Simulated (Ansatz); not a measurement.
**How far is PAW off for LaTe?**

```xyz
2
Lattice="0.0000 3.2110 3.2110 3.2110 0.0000 3.2110 3.2110 3.2110 0.0000" Properties=species:S:1:pos:R:3 pbc="T T T"
La    0.0000    0.0000    0.0000
Te    3.2110    3.2110    3.2110
```

Atom numbers follow the list: La1, Te2.

The cell is COD entry 1537884, as deposited and not checked against the literature; nothing was relaxed.

No spin–orbit coupling, which matters for the heavy atoms here.

Methods: DFT, LDA, PAW with Ansatz's default frozen-core files, scalar-relativistic (Ansatz 0.2.0); DFT, LDA, all-electron PAW with datasets made for the crystal, scalar-relativistic (Ansatz 0.2.0); DFT, LDA, all-electron LAPW, scalar-relativistic (Ansatz 0.2.0).

For PAW: a Γ-centred 10×10×10 k mesh, Fermi–Dirac smearing of 0.08 eV, cutoff 420 eV, no spin polarisation; the PAW files were made with PBE, and the program remakes their frozen cores for this functional. The crystal-made all-electron datasets (AE datasets) take a cutoff of 260 eV at this cell. LAPW targets a basis error of 1 meV/atom. The Ansatz runs share mesh, smearing and spin set-up. Plane-wave (PAW) pressures include the program's estimate of the Pulay term.

Stress and pressure are positive in compression.

Levels count from the Fermi level.

```json
{"quantity": "pressure (GPa)", "PAW": "-2.17", "AE datasets": "-2.14", "LAPW": "-2.14"}
{"quantity": "highest filled level at X (eV)", "PAW": "-1.612", "AE datasets": "-1.613", "LAPW": "-1.613"}
{"quantity": "lowest empty level at X (eV)", "PAW": "1.178", "AE datasets": "1.183", "LAPW": "1.183"}
{"quantity": "highest filled level at W (eV)", "PAW": "-3.476", "AE datasets": "-3.476", "LAPW": "-3.476"}
{"quantity": "lowest empty level at W (eV)", "PAW": "0.436", "AE datasets": "0.437", "LAPW": "0.437"}
{"quantity": "highest filled level at Γ (eV)", "PAW": "-0.014", "AE datasets": "-0.015", "LAPW": "-0.015"}
```
